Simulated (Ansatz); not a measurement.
**WS2 with iodine replacing S: gradients before and after relaxing the atoms**

Start: a supercell of WS2 (space group P6_3/mmc) built from a structure deposited in the COD (the entry's cell lengths or inner coordinates differ somewhat from later room-temperature determinations), with all atoms left at the host's positions.

```cif
data_W18S35I
_symmetry_space_group_name_H-M 'P3m1'
_symmetry_Int_Tables_number 156
_cell_length_a 9.5400
_cell_length_b 9.5400
_cell_length_c 12.5000
_cell_angle_alpha 90.000
_cell_angle_beta 90.000
_cell_angle_gamma 120.000
loop_
_atom_site_label
_atom_site_type_symbol
_atom_site_symmetry_multiplicity
_atom_site_Wyckoff_symbol
_atom_site_fract_x
_atom_site_fract_y
_atom_site_fract_z
W1 W 1 a 0.0000 0.0000 0.2500
W2 W 6 e 0.0000 0.3333 0.2500
W6 W 1 b 0.3333 0.6667 0.2500
W8 W 1 c 0.6667 0.3333 0.2500
W10 W 3 d 0.1111 0.8889 0.7500
W12 W 3 d 0.1111 0.5556 0.7500
W14 W 3 d 0.4444 0.2222 0.7500
I I 1 a 0.0000 0.0000 0.6250
S20 S 6 e 0.0000 0.3333 0.6250
S24 S 1 b 0.3333 0.6667 0.6250
S26 S 1 c 0.6667 0.3333 0.6250
S28 S 3 d 0.1111 0.8889 0.1250
S30 S 3 d 0.1111 0.5556 0.1250
S32 S 3 d 0.4444 0.2222 0.1250
S37 S 1 a 0.0000 0.0000 0.8750
S38 S 6 e 0.0000 0.3333 0.8750
S42 S 1 b 0.3333 0.6667 0.8750
S44 S 1 c 0.6667 0.3333 0.8750
S46 S 3 d 0.1111 0.8889 0.3750
S48 S 3 d 0.1111 0.5556 0.3750
S50 S 3 d 0.4444 0.2222 0.3750
```

One atom of each set is listed.

All values are calculated (Ansatz; DFT, PBE, plane waves and PAW, scalar-relativistic, 420 eV cutoff, Γ-centred 3×3×2 k-points, Fermi–Dirac smearing 0.01 eV, cell charge +1), not measured.

The largest force at the start is 9.7 eV/Å. Relaxing the ions at fixed cell moves them by 0.395 Å at most (atom 19, I) and 0.067 Å rms.

```tsv
site	moved (Å)	first shell before	first shell after	V_zz before (10²¹ V/m²)	η before
W1	0.023	6 S at 2.41 Å	6 S at 2.41–2.42 Å	-17.51	0.00
W2	0.026	6 S at 2.41 Å	6 S at 2.41–2.42 Å	-17.69	0.02
W10	0.052	5 S at 2.41 Å, 1 I at 2.41 Å	5 S at 2.41 Å, 1 I at 2.73 Å	-18.63	0.07
W12	0.054	6 S at 2.41 Å	6 S at 2.40–2.42 Å	-18.71	0.15
W14	0.044	6 S at 2.41 Å	6 S at 2.42 Å	-18.72	0.16
I	0.395	3 W at 2.41 Å	3 W at 2.73 Å	-21.1	0.00
S20	0.051	3 W at 2.41 Å	3 W at 2.40–2.42 Å	-5.11	0.28
S37	0.032	3 W at 2.41 Å	3 W at 2.41 Å	-4.01	0.00
S38	0.055	3 W at 2.41 Å	3 W at 2.41–2.42 Å	-4.91	0.17
S42	0.069	3 W at 2.41 Å	3 W at 2.42 Å	-5.15	0.00
```

**Question.** How do the gradients change?

**Answer.** 

| site | V_zz after | η after | change of V_zz |
| --- | --- | --- | --- |
| W1 | -17.12 | 0.00 | +0.39 |
| W2 | -17.45 | 0.01 | +0.24 |
| W10 | -19.05 | 0.63 | -0.42 |
| W12 | -17.95 | 0.03 | +0.76 |
| W14 | -18.12 | 0.00 | +0.60 |
| I | 10.54 | 0.00 | +31.67 |
| S20 | -4.67 | 0.12 | +0.44 |
| S37 | -4.69 | 0.00 | -0.68 |
| S38 | -4.72 | 0.29 | +0.19 |
| S42 | -4.47 | 0.00 | +0.68 |

The largest change of V_zz is on I, from -21.1 to 10.54. In per cent, |V_zz| changes by -4 to +2 on W, -13 to +17 on S (all sites that start above 0.5, bar those whose gradient vanishes or changes sign or whose main axis turns by over 40°). Where |V_zz| stays above 0.1 and the axes keep their order, η moves most on S20, from 0.28 to 0.12. On W12, W10 V_xx and V_yy change places (or their axes turn by over 50°), so the two values of η hide a larger change. V_zz changes sign on I (same axis). The table leaves out 11 of the 21 sites, with |V_zz| up to 17.85; their tensors move by 0.36 at most along any direction. The statements above cover all sites. The host's own positions weren't relaxed first, so part of the change far from the defect can be the host's relaxation.

The defect repeats with the cell of 54 atoms, so it feels its images: sites between two images don't show the values beside a lone defect, and zeros or small values of η there can come from the images' arrangement. S and W carry a gradient in the pure host already, so the values there aren't the defect's effect alone. A uniform background compensates the cell's charge. Without spin–orbit coupling the gradients at and beside I and W can be off by some per cent, at some sites by more.
Before: The neighbours have not yet relaxed around the defect (largest force 9.7 eV/Å), so the values at and beside it are those of a strained start, not of the defect in a real crystal.
After: The relaxation keeps the site symmetry 3m of the start, so the impurity can move only along its axis; a start off the site could end lower.
